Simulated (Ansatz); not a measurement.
Relaxed Pd (fcc, Cu type):

```xyz
2
Lattice="0.0000 3.9426 3.9426 1.9713 0.0000 1.9713 1.9713 1.9713 0.0000" Properties=species:S:1:pos:R:3 pbc="T T T"
Pd     0.0000     0.0000     0.0000
Pd     1.9713     3.9426     1.9713
```

A phonon eigenvector at L = (0.5, 0.0, 0.0) is frozen into this cell: atom i moves by Q times the vector below, so Q is the largest atomic displacement, in Å. The cell is held. (q is in reciprocal vectors of the primitive cell; the cell shown is doubled to hold the pattern.)

```csv
atom,x,y,z
Pd1,-0.577,0.577,0.577
Pd2,0.577,-0.577,-0.577
```

The numbers are results of PBE (plane waves to 420 eV, PAW, scalar-relativistic; Ansatz, an electronic-structure program), not measurements. k mesh 10×20×20 (Γ-centred), Fermi-Dirac smearing 0.05 eV. Energies are smeared free energies. Compression counts positive. With partly filled bands, energies and forces of such displacements shift with the k mesh and the smearing. Pd is run without spin polarisation. Pd was relaxed with its symmetry unable to fall. The PAW data are Ansatz's earlier set. ΔE is measured from the undisplaced structure.

```json
[
 {"Q (Å)": "-0.100", "ΔE (meV/cell)": "[?]", "P (GPa)": "4.3"},
 {"Q (Å)": "-0.083", "ΔE (meV/cell)": "[?]", "P (GPa)": "3.0"},
 {"Q (Å)": "-0.067", "ΔE (meV/cell)": "82", "P (GPa)": "1.9"},
 {"Q (Å)": "-0.050", "ΔE (meV/cell)": "[?]", "P (GPa)": "1.1"},
 {"Q (Å)": "-0.033", "ΔE (meV/cell)": "20", "P (GPa)": "0.5"},
 {"Q (Å)": "-0.017", "ΔE (meV/cell)": "5", "P (GPa)": "0.1"},
 {"Q (Å)": "0.000", "ΔE (meV/cell)": "0", "P (GPa)": "0.0"},
 {"Q (Å)": "0.017", "ΔE (meV/cell)": "5", "P (GPa)": "0.1"},
 {"Q (Å)": "0.033", "ΔE (meV/cell)": "20", "P (GPa)": "0.5"},
 {"Q (Å)": "0.050", "ΔE (meV/cell)": "[?]", "P (GPa)": "1.1"},
 {"Q (Å)": "0.067", "ΔE (meV/cell)": "82", "P (GPa)": "1.9"},
 {"Q (Å)": "0.083", "ΔE (meV/cell)": "[?]", "P (GPa)": "3.0"},
 {"Q (Å)": "0.100", "ΔE (meV/cell)": "[?]", "P (GPa)": "4.3"}
]
```

### Question
Complete the blanks.

### Answer

- -0.100, ΔE (meV/cell): 187
- -0.083, ΔE (meV/cell): 129
- -0.050, ΔE (meV/cell): 46
- 0.050, ΔE (meV/cell): 46
- 0.083, ΔE (meV/cell): 129
- 0.100, ΔE (meV/cell): 187

(For displaced atoms, the force is minus the slope of the energy, and its curvature is a force constant, which sets phonon frequencies.)
